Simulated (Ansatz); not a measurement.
With the program Ansatz at the r²SCAN level (PAW), InSb in the hexagonal phase (P6_422; In on 3c, Sb on 3d) relaxes to a = 4.637 Å, c = 10.179 Å. Against the elements it lies at -0.12 eV/atom, with no fitted shifts.

Electronic character: no gap, with almost no states at the Fermi level (zero-gap or semimetallic).

The bulk modulus is 47.3 GPa.

The start of the workflow was typed in or built on a structure type; neither database checked (COD, Materials Project) lists it. It is not the phase usual at ambient conditions (space group No. 216). The r²SCAN relaxation kept the symmetry of its start; whether a distortion lowers the energy is not shown. The references are the lowest solids computed at this level, not always the standard phases. Scalar-relativistic: spin–orbit coupling is off unless named, which matters more the heavier the elements.

Potentials: the later of the program's two PAW sets.
